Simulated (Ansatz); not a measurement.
GaBi:
```xyz
2
Lattice="0.0000 2.9991 2.9991 2.9991 0.0000 2.9991 2.9991 2.9991 0.0000" Properties=species:S:1:pos:R:3 pbc="T T T"
Bi     0.0000     0.0000     0.0000
Ga     2.9991     2.9991     2.9991
```

Relaxed with PBE.

Question: Decompose the optical modes at the zone centre into irreducible representations, and say which are infrared and Raman allowed.

Answer: Point group m-3m: Γ_opt = T1u. Infrared: T1u. Raman: none.

Question: Assign frequencies (DFPT, plane-wave PAW PBE (Ansatz code)).

Answer: T1u 99 cm⁻¹.

Space group Fm-3m (rock salt). The cell is a constructed one: a structure type filled with these elements; neither database checked (COD, Materials Project) lists it. Whether it is the stable phase at ambient conditions was not checked. The cell was relaxed with PBE under the symmetry of its start; of distortions, only those at the zone centre were tested. As this level gives no gap, phonon frequencies hold no LO–TO term and depend on the k-mesh and smearing (Fermi–Dirac, 0.1 eV here). Scalar-relativistic: spin–orbit coupling is off unless named, which matters more the heavier the elements.

Potentials: the later of the program's two PAW sets.
